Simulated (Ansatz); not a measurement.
LaOF:
```cif
data_F6La6O6
_chemical_formula_sum 'La6 O6 F6'
_space_group_name_H-M_alt 'R-3m :H'
_space_group_IT_number 166
_space_group_name_Hall '-R 3 2"'
_cell_length_a 4.04865
_cell_length_b 4.04865
_cell_length_c 20.22157
_cell_angle_alpha 90.000
_cell_angle_beta 90.000
_cell_angle_gamma 120.000
loop_
_atom_site_label
_atom_site_type_symbol
_atom_site_symmetry_multiplicity
_atom_site_Wyckoff_symbol
_atom_site_fract_x
_atom_site_fract_y
_atom_site_fract_z
_atom_site_occupancy
La1 La 6 c 0.00000 0.00000 0.25814 1
O1 O 6 c 0.00000 0.00000 0.37723 1
F1 F 6 c 0.00000 0.00000 0.12936 1
```
(The calculation used a cell of 6 atoms; values per cell refer to that cell.)

Relaxed with r²SCAN.

Q: Which orbitals make up the states near the band edges in r²SCAN in the plane-wave PAW code Ansatz?

A: Top 1 eV of the valence band: O 2p 82 %, La 5d 6 %. Bottom 1 eV of the conduction band: La 4f 61 %, La 5d 29 %. Projections are on Löwdin-orthogonalised atomic valence shells; empty p or d shells of many metals are not among them.

Q: Tabulate the density of states.

A: States/eV per cell of 6 atoms, in 0.25 eV bins, energy from the valence-band maximum.

| E (eV) | total | La 4f | F 2p | O 2p |
|---|---|---|---|---|
| -7.85 | 0.00 | 0.00 | 0.00 | 0.00 |
| -7.60 | 0.00 | 0.00 | 0.00 | 0.00 |
| -7.35 | 0.00 | 0.00 | 0.00 | 0.00 |
| -7.10 | 0.00 | 0.00 | 0.00 | 0.00 |
| -6.85 | 0.00 | 0.00 | 0.00 | 0.00 |
| -6.60 | 0.00 | 0.00 | 0.00 | 0.00 |
| -6.35 | 0.00 | 0.00 | 0.00 | 0.00 |
| -6.10 | 0.00 | 0.00 | 0.00 | 0.00 |
| -5.85 | 0.00 | 0.00 | 0.00 | 0.00 |
| -5.60 | 0.00 | 0.00 | 0.00 | 0.00 |
| -5.35 | 0.00 | 0.00 | 0.00 | 0.00 |
| -5.10 | 0.00 | 0.00 | 0.00 | 0.00 |
| -4.85 | 0.00 | 0.00 | 0.00 | 0.00 |
| -4.60 | 1.15 | 0.01 | 0.90 | 0.05 |
| -4.35 | 10.88 | 0.07 | 8.92 | 0.32 |
| -4.10 | 11.97 | 0.10 | 10.37 | 0.24 |
| -3.85 | 1.21 | 0.01 | 0.97 | 0.08 |
| -3.60 | 12.97 | 0.12 | 11.31 | 0.49 |
| -3.35 | 8.39 | 0.06 | 7.66 | 0.12 |
| -3.10 | 1.44 | 0.01 | 1.33 | 0.02 |
| -2.85 | 0.00 | 0.00 | 0.00 | 0.00 |
| -2.60 | 0.00 | 0.00 | 0.00 | 0.00 |
| -2.35 | 0.00 | 0.00 | 0.00 | 0.00 |
| -2.10 | 0.00 | 0.00 | 0.00 | 0.00 |
| -1.85 | 0.55 | 0.01 | 0.01 | 0.38 |
| -1.60 | 7.42 | 0.15 | 0.46 | 5.05 |
| -1.35 | 11.81 | 0.34 | 0.75 | 8.45 |
| -1.10 | 9.70 | 0.35 | 0.63 | 7.23 |
| -0.85 | 5.74 | 0.23 | 0.24 | 4.54 |
| -0.60 | 7.34 | 0.28 | 0.24 | 6.02 |
| -0.35 | 3.83 | 0.16 | 0.08 | 3.24 |
| -0.10 | 1.62 | 0.05 | 0.01 | 1.43 |
| 0.15 | 0.00 | 0.00 | 0.00 | 0.00 |
| 0.40 | 0.00 | 0.00 | 0.00 | 0.00 |
| 0.65 | 0.00 | 0.00 | 0.00 | 0.00 |
| 0.90 | 0.00 | 0.00 | 0.00 | 0.00 |
| 1.15 | 0.00 | 0.00 | 0.00 | 0.00 |
| 1.40 | 0.00 | 0.00 | 0.00 | 0.00 |
| 1.65 | 0.00 | 0.00 | 0.00 | 0.00 |
| 1.90 | 0.00 | 0.00 | 0.00 | 0.00 |
| 2.15 | 0.00 | 0.00 | 0.00 | 0.00 |
| 2.40 | 0.00 | 0.00 | 0.00 | 0.00 |
| 2.65 | 0.00 | 0.00 | 0.00 | 0.00 |
| 2.90 | 0.00 | 0.00 | 0.00 | 0.00 |
| 3.15 | 0.00 | 0.00 | 0.00 | 0.00 |
| 3.40 | 0.00 | 0.00 | 0.00 | 0.00 |
| 3.65 | 0.00 | 0.00 | 0.00 | 0.00 |
| 3.90 | 0.00 | 0.00 | 0.00 | 0.00 |
| 4.15 | 0.00 | 0.00 | 0.00 | 0.00 |
| 4.40 | 0.00 | 0.00 | 0.00 | 0.00 |
| 4.65 | 0.58 | 0.18 | 0.01 | 0.04 |
| 4.90 | 3.46 | 1.43 | 0.06 | 0.27 |
| 5.15 | 3.40 | 1.86 | 0.06 | 0.16 |
| 5.40 | 3.32 | 2.35 | 0.08 | 0.05 |
| 5.65 | 10.75 | 9.74 | 0.10 | 0.06 |
| 5.90 | 47.49 | 45.15 | 0.25 | 0.14 |

The first step of the workflow began from a Materials Project structure, measured or hypothetical; the Crystallography Open Database files this formula in space group No. 166, but the cells were not matched. Its standing as an ambient phase is unchecked. Symmetry was held in the r²SCAN relaxation; whether a distortion lowers the energy is not shown. Scalar-relativistic: spin–orbit coupling is off unless named, which matters more the heavier the elements.

Potentials: the later of the program's two PAW sets.
